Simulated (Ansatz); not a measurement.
La2O3:
```cif
data_La2O3
_chemical_formula_sum 'La2 O3'
_space_group_name_H-M_alt 'P-3m1'
_space_group_IT_number 164
_space_group_name_Hall '-P 3 2"'
_cell_length_a 3.88312
_cell_length_b 3.88312
_cell_length_c 5.95097
_cell_angle_alpha 90.000
_cell_angle_beta 90.000
_cell_angle_gamma 120.000
loop_
_atom_site_label
_atom_site_type_symbol
_atom_site_symmetry_multiplicity
_atom_site_Wyckoff_symbol
_atom_site_fract_x
_atom_site_fract_y
_atom_site_fract_z
_atom_site_occupancy
La1 La 2 d 0.33333 0.66667 0.24397 1
O1 O 2 d 0.66667 0.33333 0.35341 1
O2 O 1 a 0.00000 0.00000 0.00000 1
```

Relaxed with LDA.

Problem. Which orbitals make up the states near the band edges in DFT-LDA in the program Ansatz with PAW potentials?

Solution. Top 1 eV of the valence band: O 2p 84 %, La 5d 5 %, La 4f 5 %. Bottom 1 eV of the conduction band: La 4f 46 %, La 5d 43 %, O 2p 7 %. Projections are on Löwdin-orthogonalised atomic valence shells; empty p or d shells of many metals are not among them.

Problem. Tabulate the density of states.

Solution. States/eV per cell of 5 atoms, in 0.25 eV bins, energy from the valence-band maximum.

| E (eV) | total | O 2p | La 4f | La 5d |
|---|---|---|---|---|
| -7.87 | 0.00 | 0.00 | 0.00 | 0.00 |
| -7.62 | 0.00 | 0.00 | 0.00 | 0.00 |
| -7.37 | 0.00 | 0.00 | 0.00 | 0.00 |
| -7.12 | 0.00 | 0.00 | 0.00 | 0.00 |
| -6.87 | 0.00 | 0.00 | 0.00 | 0.00 |
| -6.62 | 0.00 | 0.00 | 0.00 | 0.00 |
| -6.37 | 0.00 | 0.00 | 0.00 | 0.00 |
| -6.12 | 0.00 | 0.00 | 0.00 | 0.00 |
| -5.87 | 0.00 | 0.00 | 0.00 | 0.00 |
| -5.62 | 0.00 | 0.00 | 0.00 | 0.00 |
| -5.37 | 0.00 | 0.00 | 0.00 | 0.00 |
| -5.12 | 0.00 | 0.00 | 0.00 | 0.00 |
| -4.87 | 0.00 | 0.00 | 0.00 | 0.00 |
| -4.62 | 0.00 | 0.00 | 0.00 | 0.00 |
| -4.37 | 0.00 | 0.00 | 0.00 | 0.00 |
| -4.12 | 0.00 | 0.00 | 0.00 | 0.00 |
| -3.87 | 0.00 | 0.00 | 0.00 | 0.00 |
| -3.62 | 0.00 | 0.00 | 0.00 | 0.00 |
| -3.37 | 0.00 | 0.00 | 0.00 | 0.00 |
| -3.12 | 0.40 | 0.24 | 0.01 | 0.10 |
| -2.87 | 1.95 | 1.25 | 0.03 | 0.51 |
| -2.62 | 5.65 | 3.78 | 0.10 | 1.37 |
| -2.37 | 5.33 | 3.62 | 0.11 | 1.29 |
| -2.12 | 8.40 | 5.84 | 0.18 | 1.87 |
| -1.87 | 7.06 | 5.08 | 0.20 | 1.32 |
| -1.62 | 5.30 | 3.95 | 0.20 | 0.73 |
| -1.37 | 6.21 | 4.81 | 0.28 | 0.68 |
| -1.12 | 4.54 | 3.57 | 0.19 | 0.51 |
| -0.87 | 4.29 | 3.44 | 0.17 | 0.42 |
| -0.62 | 8.48 | 6.95 | 0.42 | 0.62 |
| -0.37 | 9.98 | 8.47 | 0.62 | 0.33 |
| -0.12 | 4.40 | 3.83 | 0.20 | 0.12 |
| 0.13 | 0.00 | 0.00 | 0.00 | 0.00 |
| 0.38 | 0.00 | 0.00 | 0.00 | 0.00 |
| 0.63 | 0.00 | 0.00 | 0.00 | 0.00 |
| 0.88 | 0.00 | 0.00 | 0.00 | 0.00 |
| 1.13 | 0.00 | 0.00 | 0.00 | 0.00 |
| 1.38 | 0.00 | 0.00 | 0.00 | 0.00 |
| 1.63 | 0.00 | 0.00 | 0.00 | 0.00 |
| 1.88 | 0.00 | 0.00 | 0.00 | 0.00 |
| 2.13 | 0.00 | 0.00 | 0.00 | 0.00 |
| 2.38 | 0.00 | 0.00 | 0.00 | 0.00 |
| 2.63 | 0.00 | 0.00 | 0.00 | 0.00 |
| 2.88 | 0.00 | 0.00 | 0.00 | 0.00 |
| 3.13 | 0.00 | 0.00 | 0.00 | 0.00 |
| 3.38 | 0.00 | 0.00 | 0.00 | 0.00 |
| 3.63 | 0.00 | 0.00 | 0.00 | 0.00 |
| 3.88 | 1.82 | 0.20 | 0.47 | 1.11 |
| 4.13 | 2.56 | 0.24 | 0.87 | 1.38 |
| 4.38 | 3.60 | 0.27 | 1.74 | 1.40 |
| 4.63 | 7.06 | 0.31 | 4.08 | 2.41 |
| 4.88 | 5.78 | 0.13 | 4.24 | 1.19 |
| 5.13 | 8.76 | 0.13 | 7.65 | 0.82 |
| 5.38 | 22.60 | 0.37 | 20.74 | 1.15 |

The LDA relaxation kept the symmetry of its start; phonons on a q-mesh show no instability. Spin–orbit coupling is left out wherever it is not named.

Potentials: the earlier of the program's two PAW sets.
